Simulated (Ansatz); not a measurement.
# Comparing deformations in PbF2

These are results of DFT r2SCAN, scalar-relativistic, plane waves, PAW (Ansatz), not measurements. Cutoff 500 eV, Γ-centred 8×8×8 k-points, Gaussian smearing of 0.05 eV. Spin–orbit coupling is left out, which can shift energies with elements as heavy as these. No spin polarisation. Energies are free energies at this smearing, counted from the undisturbed cell; pressure is positive in compression.

Reference structure (as given, not relaxed at this level; it stands at -0.7 GPa, and it needn't be the usual structure):

```
CELL_PARAMETERS angstrom
0.00000 2.96985 2.96985
2.96985 0.00000 2.96985
2.96985 2.96985 0.00000
ATOMIC_POSITIONS crystal
Pb 0.00000 0.00000 0.00000
F 0.25000 0.25000 0.25000
F 0.75000 0.75000 0.75000
```

The cell is strained by ε times a Voigt pattern (xx, yy, zz, yz, xz, xy; engineering shear) with fractional coordinates fixed. τ = (1/V0) dE/dε comes from the stress tensor. Of each scan, only the three points used here are listed.

```
           pattern        ε  τ (GPa)
(0, 0, 0, 0, 1, 0)  -0.0125   -0.397
(0, 0, 0, 0, 1, 0)   0.0000    0.000
(0, 0, 0, 0, 1, 0)   0.0125    0.397
(1, 1, 0, 0, 0, 0)  -0.0150    -3.85
(1, 1, 0, 0, 0, 0)   0.0000     1.41
(1, 1, 0, 0, 0, 0)   0.0150     6.16
(0, 0, 1, 0, 0, 0)  -0.0150    -0.99
(0, 0, 1, 0, 0, 0)   0.0000     0.71
(0, 0, 1, 0, 0, 0)   0.0150     2.32
(0, 0, 0, 1, 0, 0)  -0.0075   -0.238
(0, 0, 0, 1, 0, 0)   0.0000    0.000
(0, 0, 0, 1, 0, 0)   0.0075    0.238
```

Which constants do the scans give, and which deformation costs least for the same size of strain tensor?

The slope dτ/dε at zero (parabola through three points) is pᵀCp: (0, 0, 0, 0, 1, 0) gives C44 = 32 GPa; (1, 1, 0, 0, 0, 0) gives 2(C11 + C12) = 334 GPa; (0, 0, 1, 0, 0, 0) gives C11 = 110 GPa; (0, 0, 0, 1, 0, 0) gives C44 = 32 GPa. The size of the strain tensor, ε:ε, is ε² times 0.5, 2.0, 1.0, 0.5. Per unit of it the stiffnesses are 64, 167, 110, 64 GPa, so (0, 0, 0, 1, 0, 0) is the softest of these, level with (0, 0, 0, 0, 1, 0) (alike by symmetry): at ε:ε = (1 %)² the quadratic term costs 0.35 meV/atom against 0.91 for the stiffest. These are clamped-ion values. The starting stress shifts them by about its own size.

What else follows for this cubic crystal?

From the unrounded slopes C11 = 110.3 and C12 = 56.6 GPa, so B = (C11 + 2 C12)/3 = 74 GPa and the Poisson ratio for a pull along a cube edge is C12/(C11 + C12) = 0.34.

How anisotropic is this cubic crystal?

Zener's ratio 2 C44/(C11 − C12) = 1.18 with clamped ions; it is 1 for an isotropic solid.

Forces appear on the atoms along this scan, and letting them relax would lower the energy and soften the response.